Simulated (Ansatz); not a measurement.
Here is the system:

Ta2Se:
```xyz
6
Lattice="3.3767 0.0000 0.0000 0.0000 3.3767 0.0000 0.0000 0.0000 10.2499" Properties=species:S:1:pos:R:3 pbc="T T T"
Ta     1.6884     0.0000     7.8604
Ta     0.0000     1.6884     2.3895
Ta     0.0000     1.6884     9.4878
Ta     1.6884     0.0000     0.7621
Se     0.0000     1.6884     6.6436
Se     1.6884     0.0000     3.6063
```

This is the r²SCAN-relaxed structure.

Task: All from r²SCAN (plane waves, PAW; program Ansatz), unless another level is named. Predict the electronic character.

Result: metallic (no gap).

Task: And the formation energy from the elements (no fitted shifts)?

Result: -0.53 eV/atom.

Task: What about the density of states at the Fermi level?

Result: 0.67 states/eV per atom (mean over ±0.08 eV).

Space group P4/nmm. The first step of the workflow began from a Materials Project structure, measured or hypothetical; the Crystallography Open Database files this formula in space group No. 129, but the cells were not matched. Its standing as an ambient phase is unchecked. The cell was relaxed with r²SCAN under the symmetry of its start; its stability against distortions is not shown here. The run is not spin-polarised. A crystal of weakly bound layers computed without a dispersion correction: the cell and the soft elastic constants depend strongly on that. The references are the lowest solids computed at this level, not always the standard phases. Scalar-relativistic: spin–orbit coupling is off unless named, which matters more the heavier the elements.

Potentials: the later of the program's two PAW sets.
